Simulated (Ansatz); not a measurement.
GaP:
```xyz
2
Lattice="0.0000 2.7258 2.7258 2.7258 0.0000 2.7258 2.7258 2.7258 0.0000" Properties=species:S:1:pos:R:3 pbc="T T T"
Ga     0.0000     0.0000     0.0000
P      4.0887     4.0887     4.0887
```

Relaxed with r²SCAN. Special points in fractions of this cell's reciprocal vectors: Γ (0.000, 0.000, 0.000); X (0.500, 0.000, 0.500); U (0.625, 0.250, 0.625); K (0.375, 0.375, 0.750); L (0.500, 0.500, 0.500); W (0.500, 0.250, 0.750).

List the band energies nearest the valence-band maximum at these points for plane-wave PAW r²SCAN (Ansatz code).

In eV from the valence-band maximum; about four levels below and three above (degenerate sets whole), none deeper than 8.9 eV; points with the same levels are listed once.

```csv
k,below,above
Γ,0.00 0.00 0.00,2.36 4.17 4.17 4.17
X,-6.95 -2.80 -2.80,1.91 2.10 11.31 11.31
U,-6.73 -4.08 -2.35,2.47 5.18 8.77
L,-6.84 -1.17 -1.17,2.04 5.04 5.04
W,-6.73 -3.71 -3.54,5.03 5.29 6.54
```

Space group F-43m (zinc blende). The cell was relaxed with r²SCAN under the symmetry of its start; phonons on a q-mesh show no instability. Spin–orbit coupling is left out wherever it is not named.

Potentials: the earlier of the program's two PAW sets.
